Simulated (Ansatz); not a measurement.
Rigid (111) slab of HfC, space group Fm-3m (No. 225):

```yaml
crystal:
  lattice:
    - [3.25787, 0.00000, 0.00000]
    - [-1.62893, 2.82140, 0.00000]
    - [0.00000, 0.00000, 23.65009]
  atoms:
    - { symbol: Hf, position: [0.33333, 0.66667, 0.35941] }
    - { symbol: C, position: [0.66667, 0.33333, 0.41564] }
    - { symbol: Hf, position: [0.00000, 0.00000, 0.47188] }
    - { symbol: C, position: [0.33333, 0.66667, 0.52776] }
    - { symbol: Hf, position: [0.66667, 0.33333, 0.58404] }
    - { symbol: C, position: [0.00000, 0.00000, 0.63230] }
```

All numbers below come from DFT PBEsol, scalar-relativistic, plane waves, PAW (Ansatz 0.2.0). Plane waves to 420 eV, a k mesh through Γ of 9×9×1 on the computed 7-atom cell and Gaussian smearing (0.10 eV); no spin polarisation. A dipole correction removes the field between periodic images along c.

An adatom of Cu is held over the places (i/3, j/3) of the 1×1 surface cell, counted from the highest atom (C), and only its height relaxes; one adatom per 9.2 Å². This grid misses the bridge places.

Heights over the highest slab atom in Å:

```csv
i,j=0,j=1,j=2
0,1.79,1.42,1.42
1,1.42,1.42,0.75
2,1.42,1.26,1.42
```

(1) Among these places, where is the adatom most and least stable, and how far apart in energy?

Spin–orbit coupling is left out, which can shift energies with elements as heavy as these.

Results:

(1) Lowest at (i, j) = (1, 2); highest at (0, 0), 2.07 eV above. All energies in eV:

```csv
i,j=0,j=1,j=2
0,2.07,1.59,1.59
1,1.59,1.59,0.00
2,1.59,1.59,1.59
```